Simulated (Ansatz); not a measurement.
Computed properties of VO2

VO2:
```
CELL_PARAMETERS angstrom
     -4.99517     4.99517     1.40432
      4.99517    -4.99517     1.40432
      4.99517     4.99517    -1.40432
ATOMIC_POSITIONS crystal
  V  0.63859 0.82245 0.46104
  V  0.82245 0.36141 0.18386
  V  0.36141 0.17755 0.53896
  V  0.17755 0.63859 0.81614
  O  0.15711 0.20084 0.35795
  O  0.20084 0.84289 0.04373
  O  0.84289 0.79916 0.64205
  O  0.79916 0.15711 0.95627
  O  0.16204 0.45657 0.61862
  O  0.45657 0.83796 0.29453
  O  0.83796 0.54343 0.38138
  O  0.54343 0.16204 0.70547
```
The run is spin-polarised; directions of the spins, atom by atom: ↑ ↑ ↑ ↑ 0 0 0 0 0 0 0 0.

Space group I4/m (No. 87); conventional cell a = 9.990 Å, b = 9.990 Å, c = 2.809 Å, α = 90.00°, β = 90.00°, γ = 90.00°.

Method: the program Ansatz at the PBEsol level (PAW). Geometry: relaxed at this level of theory. Other levels are named where they apply.

Cell and energy:

```json
{
 "volume_per_atom": "11.68 Å³",
 "density": "3.93 g/cm³",
 "Formation energy from the elements (no fitted shifts)": "-2.34 eV/atom"
}
```

Electronic structure:

```json
{
 "electronic_character": "metallic (no gap)",
 "Density of states at the Fermi level": "0.31 states/eV per atom (mean over ±0.08 eV)"
}
```

Magnetism:

```json
{
 "magnetic_order": "ferromagnetic",
 "net_moment": "0.33 μB per atom"
}
```

The start of the workflow was typed in or built on a structure type; neither database checked (COD, Materials Project) lists it. COD files the formula under space group No. 10, 12, 14, 136. Whether it is the stable phase at ambient conditions was not checked. Symmetry was held in the PBEsol relaxation; whether a distortion lowers the energy is not shown. Spin order of the final state: ferromagnetic, chosen from 2 collinear starts compared on coarse meshes (ties went to the first, and starts can fall back to one state), not a proven ground state. The volume moved by -20 % from the start of the relaxation. No Hubbard U is applied. The compound may be a true metal, but semilocal functionals without U, or a wrong spin order, can also close a gap. Point labels and valley counts follow the cell and symmetry of the run, lower than the named group. The references are the lowest solids computed at this level, not always the standard phases (solids in place of the gases).

Potentials: the later of the program's two PAW sets.
